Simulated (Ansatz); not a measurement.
# SiO2: a ladder of calculations

Cell of run 1: an entry of the Crystallography Open Database (COD).

```
CELL_PARAMETERS angstrom
4.95700 0.00000 0.00000
0.00000 4.95700 0.00000
0.00000 0.00000 6.89030
ATOMIC_POSITIONS crystal
Si 0.30470 0.30470 0.00000
Si 0.19530 0.80470 0.25000
Si 0.69530 0.69530 0.50000
Si 0.80470 0.19530 0.75000
O 0.23810 0.11090 0.18260
O 0.38910 0.73810 0.43260
O 0.76190 0.88910 0.68260
O 0.61090 0.26190 0.93260
O 0.73810 0.38910 0.56740
O 0.88910 0.76190 0.31740
O 0.26190 0.61090 0.06740
O 0.11090 0.23810 0.81740
```

Sites (sets of like atoms) are named by element and the number of their first atom in this list.

Relaxed positions (PBE, cell held):

```
CELL_PARAMETERS angstrom
4.95700 0.00000 0.00000
0.00000 4.95700 0.00000
0.00000 0.00000 6.89030
ATOMIC_POSITIONS crystal
Si 0.30709 0.30709 0.00000
Si 0.19291 0.80709 0.25000
Si 0.69291 0.69291 0.50000
Si 0.80709 0.19291 0.75000
O 0.23596 0.12004 0.18695
O 0.37996 0.73596 0.43695
O 0.76404 0.87996 0.68695
O 0.62004 0.26404 0.93695
O 0.73596 0.37996 0.56305
O 0.87996 0.76404 0.31305
O 0.26404 0.62004 0.06305
O 0.12004 0.23596 0.81305
```

All runs are DFT with Ansatz 0.2.0 (plane waves and PAW, scalar-relativistic unless spin–orbit coupling is named, Γ-centred meshes, Fermi–Dirac smearing where given) in this cell.

Run 1: PBE, atoms as given; 420 eV, 4×4×3 k-points, smearing 0.02 eV.
Run 2: PBE, atoms relaxed; 420 eV, 4×4×3 k-points, smearing 0.02 eV.
Run 3: r2SCAN, at the relaxed atoms; 500 eV, 4×4×3 k-points, smearing 0.02 eV.

| run | Si V_zz (η) | O V_zz (η) |
| --- | --- | --- |
| 1 | -0.78 (0.89) | 9.14 (0.17) |
| 2 | -0.40 (0.83) | 9.37 (0.21) |
| 3 | ? | ? |

V_zz in 10²¹ V/m².

Problem. Estimate the row of run 3.

Solution. Si: -0.40 (0.77); O: 9.25 (0.21). It lies nearest to run 2, from whose tensors on these sites it differs by 0.13 at most (largest principal value of the difference, on O). Taken one at a time, the positions of the atoms (as given or relaxed) move the tensors on these sites by up to 0.43 (largest principal value of the change, on Si), the functional (r2SCAN with its higher cutoff) by 0.13 (O).

In runs 1, 3 the atoms aren't at the calculated equilibrium (largest force 0.49, 0.30 eV/Å). The cell isn't the equilibrium one in run 1 (calculated pressure 6 GPa), and the entry's cell may itself be off.
